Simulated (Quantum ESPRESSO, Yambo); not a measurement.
# Quasiparticle gap of K₂Pt

```
K2Pt
1.0
    0.00000     3.73612     3.73612
    3.73612     0.00000     3.73612
    3.73612     3.73612     0.00000
K Pt
2 1
Direct
  0.75000   0.75000   0.75000
  0.25000   0.25000   0.25000
  0.00000   0.00000   0.00000
```

Cell and atoms were relaxed with PBEsol from Materials Project entry mp-1062676, within its symmetry.

Starting point: PBEsol (pw.x of Quantum ESPRESSO, ONCV potentials, with spin-orbit coupling). G0W0 in Yambo: 2×2×2 Γ-centred k mesh, bands 9 to 310 and a 7 Ry block in the screening, 310 bands in G with the Bruneval-Gonze terminator, plasmon pole fitted at 27.2 eV.

```yaml
PBEsol gap along the band path: 0.97 eV
PBEsol gap between the mesh's edge points (X → L): 0.97 eV
G0W0 gap between the same points: 1.77 eV
PBEsol smallest direct gap on the mesh (at L): 1.05 eV
G0W0 direct gap at that point: 1.88 eV
```

```json
[
 {"k point": "Γ", "band": "VB", "E PBEsol (eV)": "-0.03", "E QP (eV)": "-0.70", "shift (eV)": "-0.67", "Z": "0.77"},
 {"k point": "Γ", "band": "CB", "E PBEsol (eV)": "2.74", "E QP (eV)": "3.46", "shift (eV)": "0.72", "Z": "0.81"},
 {"k point": "L", "band": "VB−2", "E PBEsol (eV)": "-0.09", "E QP (eV)": "-0.74", "shift (eV)": "-0.65", "Z": "0.77"},
 {"k point": "L", "band": "VB−1", "E PBEsol (eV)": "-0.08", "E QP (eV)": "-0.75", "shift (eV)": "-0.67", "Z": "0.77"},
 {"k point": "L", "band": "VB", "E PBEsol (eV)": "-0.08", "E QP (eV)": "-0.75", "shift (eV)": "-0.67", "Z": "0.77"},
 {"k point": "L", "band": "CB", "E PBEsol (eV)": "0.97", "E QP (eV)": "1.14", "shift (eV)": "0.17", "Z": "0.82"},
 {"k point": "L", "band": "CB+1", "E PBEsol (eV)": "0.97", "E QP (eV)": "1.14", "shift (eV)": "0.17", "Z": "0.82"},
 {"k point": "X", "band": "VB", "E PBEsol (eV)": "0.00", "E QP (eV)": "-0.63", "shift (eV)": "-0.63", "Z": "0.77"},
 {"k point": "X", "band": "CB", "E PBEsol (eV)": "1.19", "E QP (eV)": "1.58", "shift (eV)": "0.39", "Z": "0.81"}
]
```

Energies count from the PBEsol valence-band maximum.

Nearest settings tried, and what they do to the gap: 200 bands in W, 200 bands in G: -23 meV; 3 Ry block (65 vectors against 259): -118 meV. Not varied: mesh. So the settings aren't converged at that level. The k mesh is coarse.

The structure is a Materials Project entry; no match was found in the copy of COD used, and its stability was not checked.
